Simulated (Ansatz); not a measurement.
An Ansatz run on SiO2 on the sites of the rutile structure (relaxed group P4_2/mnm) left the output below. Cell and atoms come from a relaxation with r2SCAN.

Structure:
```
Si O
1.0
     4.18519    0.00000    0.00000
     0.00000    4.18519    0.00000
     0.00000    0.00000    2.66884
Si O
2 4
Cartesian
  2.0926 2.0926 1.3344
  0.0000 0.0000 0.0000
  0.8115 3.3737 1.3344
  3.3737 0.8115 1.3344
  1.2811 1.2811 0.0000
  2.9041 2.9041 0.0000
```

The log, with set-up remarks and timings taken out:
```
scf.n_extra_bands = 5 over 16 filled bands (N_el = 32.0): the run solves 21 bands
Crystal: 6 atoms, lattice volume = 46.747 Å³
Basis set: ecut = 420 eV, 913 PW (Γ)
Symmetry: 16 space group operations
Space group: P42/mnm (ITA 136)
k-points: 60 of 360
preconditioner: auto → none  [insulator: Δε(μ)=5.558 eV  σ=0.020 eV  ℏωp=30.7 eV]
SCF 1 converged in 6 iterations: F = -3546.975674 eV  dr2 = 2.23e-8
SCF converged after 6 iterations
Free energy (F): -3546.975674 eV
Fermi energy:    13.305502 eV
--- Forces (eV/Å), atoms counted from 1 ---
  atom   1  Si      0.00000      0.00000      0.00000
  atom   2  Si      0.00000      0.00000      0.00000
  atom   3  O       0.05858    -0.05858      0.00000
  atom   4  O     -0.05858      0.05858      0.00000
  atom   5  O     -0.05858    -0.05858      0.00000
  atom   6  O       0.05858      0.05858      0.00000
--- Stress (GPa, compression-positive) ---
        9.183933       0.000000       0.000000
        0.000000       9.183933       0.000000
        0.000000       0.000000      10.400240
  P = ⅓ Tr σ = 9.5894 GPa (95.894 kbar)
--- Band table (eV; the first three rows and the last of 60) ---
  k-point 0: bands = […, 7.4139, 7.4139, 8.0226, 9.6504, 9.6504, 10.5277, 16.0832, 17.2509, 19.0435, 19.0435, …]
  k-point 1: bands = […, 6.9565, 6.9565, 7.5321, 9.5551, 9.5551, 10.4090, 16.5785, 17.9724, 19.6300, 19.6300, …]
  k-point 2: bands = […, 5.9060, 5.9060, 6.5709, 9.2512, 9.2512, 10.0360, 17.5593, 19.6077, 20.6650, 21.0233, …]
  k-point 59: bands = […, 6.0688, 6.0688, 8.7699, 8.7699, 8.9818, 8.9818, 17.6955, 17.6955, 21.5364, 21.5364, …]
```

**Question.** Reconstruct the input, leaving the band path aside.

**Answer.**
```yaml
crystal:
  # lattice and atoms as above
kpoints:
  mp_grid: { grid: [6, 6, 10] }
hamiltonian:
  xc: pbe
scf:
  occupations: { method: fermi_dirac, width: 0.02 }
  n_extra_bands: 5
output:
  forces: true
  stress: true
  eigenvalues: true
```
There is no exchange loop, so no exact exchange. The compression on the r2SCAN cell fits PBE, which tends to larger cells. A single point prints forces and stress when the output block asks for them. The lines shown narrow the functional down without fixing it; this is the one that was run. Keys that only write grids to files are left aside. Keys that aren't typed take their defaults; thresholds and the kind of smearing can't be read off these lines.

Run as `ansatz run input.yaml --threads 2 --pin off --max-ram 20275MiB --backend cpu --events-out ev --progress --plain --runs-dir out`. It took 2.2 s on 2 threads of AMD EPYC 7R13 Processor (Zen 3), with other jobs on the host, load about 3.3 per core; peak host memory 0.36 GiB.

Calculated for a static, non-magnetic cell.
